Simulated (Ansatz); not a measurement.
SrAs$_{4}$Rh$_{6}$ in space group P-6m2 (No. 187; Pearson symbol hP11) under volume change, DFT-r²SCAN in the program Ansatz with PAW potentials, shape and atoms relaxed at each volume.

| V (Å³/atom) | E − E(relaxed) (meV/atom) | P (GPa) |
|---|---|---|
| 14.412 | ___ | ___ |
| 14.887 | 36.1 | 12.93 |
| 15.362 | 8.5 | 5.89 |
| 15.837 | 0.0 | 0.00 |
| 16.313 | 7.5 | -4.91 |
| 16.788 | ___ | ___ |
| 17.263 | 60.3 | -12.42 |

Q: Complete the blanks.

A: 
- 16.788, E − E(relaxed) (meV/atom): 28.3
- 16.788, P (GPa): -9.02
- 14.412, E − E(relaxed) (meV/atom): 86.6
- 14.412, P (GPa): 21.37

Q: What does a third-order Birch–Murnaghan fit give for V₀, B₀ and B′?

A: V₀ = 15.84 Å³/atom, B₀ = 179 GPa, B′ = 5.0.

The workflow started from an entry of the Crystallography Open Database (COD). Its standing as an ambient phase is unchecked. The cell was relaxed with r²SCAN under the symmetry of its start; whether a distortion lowers the energy is not shown. No spin polarisation was allowed.

Potentials: the later of the program's two PAW sets.
